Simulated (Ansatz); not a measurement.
TaSi (rock salt, space group No. 225) under volume change, PBE in the plane-wave PAW code Ansatz, scaled uniformly.

```csv
V (Å³/atom),E − E(relaxed) (meV/atom),P (GPa)
15.534,82.0,18.48
16.046,34.6,11.39
16.558,8.2,5.27
17.070,0.0,0.00
17.583,7.4,-4.52
18.095,28.2,-8.41
18.607,60.6,-11.74
```

**Question.** What does a third-order Birch–Murnaghan fit give for V₀, B₀ and B′?

**Answer.** V₀ = 17.07 Å³/atom, B₀ = 162 GPa, B′ = 4.0.

Space group Fm-3m (rock salt). A made-up cell: these elements were put on the sites of a structure type; neither database checked (COD, Materials Project) lists it. Whether it is the stable phase at ambient conditions was not checked. The PBE relaxation kept the symmetry of its start; whether a distortion lowers the energy is not shown. No spin polarisation was allowed. Spin–orbit coupling is left out wherever it is not named.

Potentials: the later of the program's two PAW sets.
